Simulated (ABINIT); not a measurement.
ABINIT input for NaI, PBE with JTH PAW datasets:

```
pp_dirpath "./pseudo"
pseudos "Na.GGA_PBE-JTH.xml, I.GGA_PBE-JTH.xml"

acell 3*1.0 angstrom
rprim
    0.000000000000     3.218655000000     3.218655000000
    3.218655000000     0.000000000000     3.218655000000
    3.218655000000     3.218655000000     0.000000000000
ntypat 2
znucl 11 53
natom 2
typat 1 2
xred
    0.000000000000     0.000000000000     0.000000000000
    0.500000000000     0.500000000000     0.500000000000
tolsym 1e-5
chksymtnons 0
chkprim 0

ecut 30
pawecutdg 60
pawovlp 20
ngkpt 6 6 6
nshiftk 1
shiftk 0 0 0
nband 11
occopt 7
tsmear 0.001
diemac 8
tolvrs 1e-10
nstep 90

nucefg 2
quadmom 0.104 0.696
nucfc 1
prtwf 0
prtden 0
prteig 0
prtebands 0
prtgsr 0
```

The cell comes from the Materials Project (a computed structure). It is NaI in Fm-3m. Stability against distortions was not tested.

Each row changes or adds one setting. The quadmom values are sizes without sign and don't touch the SCF cycle. The limit is 90 steps. Cost ratios are rough, from a shared machine.  

```
setting typed    SCF steps  k-points  converged  rough cost ratio
---------------  ---------  --------  ---------  ----------------
as in the input         10        16        yes           about 1
diemac = 1              10        16        yes           about 1
diemac = 16             11        16        yes           about 1
diemac = 4              10        16        yes           about 1
diemix = 1.0            11        16        yes           about 1
iscf = 12               19        16        yes           about 1
iscf = 13               13        16        yes           about 1
iscf = 2                25        16        yes                 2
kptopt = 2              10       112        yes                 6
nline = 1               41        16        yes                 2
nline = 8               10        16        yes           about 1
```

Fewest SCF steps among converged rows: 10 (as in the input, diemac = 1, diemac = 4, kptopt = 2, nline = 8); most steps: 41 (nline = 1). Steps of different solvers differ in work.
